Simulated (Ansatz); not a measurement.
KMgF3 (cubic perovskite, Pm-3m) at seven volumes, plane-wave PAW PBE (Ansatz code), scaled uniformly. One row is withheld.

| V (Å³/atom) | P (GPa) |
|---|---|
| 12.126 | 7.71 |
| 12.526 | 4.72 |
| 12.926 | 2.17 |
| 13.326 | 0.01 |
| 13.726 | -1.83 |
| 14.125 | -3.39 |
| 14.525 | ? |

Q: Fit the shown pressures and predict the withheld one.

A: P = (3/2)B₀(x^(7/2) − x^(5/2))[1 + (3/4)(B′ − 4)(x − 1)] with x = (V₀/V)^(2/3). Least squares on the six rows gives V₀ = 13.328 Å³/atom, B₀ = 66.3 GPa, B′ = 4.38. At V = 14.525, x = 0.9443 and P = -4.73 GPa. The run itself gave -4.71 GPa.

The cell was relaxed with PBE under the symmetry of its start.

Potentials: the later of the program's two PAW sets.
